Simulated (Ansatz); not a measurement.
The start is a randomly generated symmetric cell of Hf (space group No. 164). The cell and all atomic positions are relaxed at zero pressure with PBE (plane waves to 420 eV, PAW, scalar-relativistic; Ansatz, an electronic-structure program). The first steps use a coarse 9×9×11 k-mesh.

The start:
```
CELL_PARAMETERS angstrom
      4.44061     0.00000     0.00000
     -2.22030     3.84568     0.00000
      0.00000     0.00000     2.92008
ATOMIC_POSITIONS crystal
  Hf 0.33333 0.66667 0.33295
  Hf 0.66667 0.33333 0.66705
```

```json
{
  "initial_pressure": "+9.4 GPa (positive: the cell is compressed)",
  "outcome": "The space group goes from P-3m1 (No. 164) to P6₃/mmc (No. 194); the end is hcp (Mg type), with 2 atoms in the primitive cell",
  "energy_released": "1.49 eV/atom",
  "Shortest distances (start → end)": "The closest pairs of elements (up to four, under 3.6 Å), start → end: Hf–Hf 2.74 → 3.14 Å",
  "optimiser_moves": "27"
}
```

It ends as:

Space group P6₃/mmc (No. 194); a = b = 3.2041 Å, c = 5.0690 Å, α = β = 90.00°, γ = 120.00°

```csv
atom,site,symmetry,x,y,z
Hf,2c,-6m2,0.3333,0.6667,0.2500
```

Final values are on a 17×17×9 k-mesh of the relaxed cell. No spin polarisation in the result.

The run could not lose the symmetry of its start.
